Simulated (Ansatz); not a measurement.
Recipe of this trial structure of SmSi₄: random cell by space group and Wyckoff sites (I4/mmm, No. 139). The dimensions are guesses.

```xyz
5
Lattice="-3.0731 3.0731 2.6252 3.0731 -3.0731 2.6252 3.0731 3.0731 -2.6252" Properties=species:S:1:pos:R:3 pbc="T T T"
Sm    0.0000    0.0000    2.6252
Si    2.0147    0.0000    2.6252
Si    1.0585    3.0731    0.0000
Si    0.0000    2.0147    2.6252
Si    3.0731    1.0585    0.0000
```

Theory: DFT PBE, scalar-relativistic, plane waves, PAW, and for the lanthanide a 4f-in-core norm-conserving potential (Ansatz 0.2.0). Cutoff 690 eV, Gaussian smearing, Γ-centred meshes. Cell and atoms relax first on a coarse mesh and then on a finer one. In between, the cell is made exact in the group found at 0.06 Å. In metals the finer mesh still leaves noise of several meV/atom or more. The steps can't lower the symmetry of their start. No spin polarisation.

A guess keeps its type if space group and coordination stay and the shape of the cell changes little (axis ratios within about 15 %, angles within 6°); the volume may change.

**Question.** Will the relaxed cell still be of the starting type?

**Answer.** It doesn't keep its type. The symmetry stays I4/mmm (No. 139). The volume per atom grows by 25.6 %, from 19.8 to 24.9 Å³. The shortest distance goes from 2.01 Å (Sm–Si) to 2.52 Å (Si–Si). The ratio c/a of the conventional cell changes by a factor of 0.45. Counting neighbours within 15 % of an atom's shortest distance, the start has Si 2, Sm 4 and the end Si 5, Sm 6. In detail, at the end around Sm lie 4 Si at 3.00 Å and 2 Sm at 3.31 Å; Si is surrounded by 4 Si at 2.52 Å, 1 Si at 2.68 Å, 1 Sm at 3.00 Å and 2 Si at 3.31 Å.

```cif
data_structure
_symmetry_space_group_name_H-M 'I4/mmm'
_symmetry_Int_Tables_number 139
_cell_length_a 8.6789
_cell_length_b 8.6789
_cell_length_c 3.3082
_cell_angle_alpha 90.000
_cell_angle_beta 90.000
_cell_angle_gamma 90.000
_cell_volume 249.19
loop_
_atom_site_label
_atom_site_type_symbol
_atom_site_symmetry_multiplicity
_atom_site_Wyckoff_symbol
_atom_site_fract_x
_atom_site_fract_y
_atom_site_fract_z
_atom_site_occupancy
Sm1 Sm 2 b 0.00000 0.00000 0.50000 1
Si1 Si 8 j 0.84558 0.50000 0.00000 1
```

The zero of energy is the elements' standard structures at the same level; no fitted shifts are applied.

**Question.** At what energy does it end?

**Answer.** +0.48 eV/atom. A positive value: parting into the elements would lower its energy.

The last run used a 12×12×12 mesh for its 5-atom cell and Gaussian smearing of 0.10 eV. Symmetry constrained the relaxation, so the result can be a saddle point. Another cell of SmSi4 relaxed alike, in P-6m2, lies 0.57 eV/atom lower, so this cell isn't the stable form at this level.

The lanthanide is trivalent by construction, without f bands, f moments or other valences. The reference runs of the other elements, and any phases without the lanthanide, used 420 eV, which shifts energies against them by under 10 meV/atom. The lanthanide's reference is the lowest of its hcp, dhcp and fcc cells.
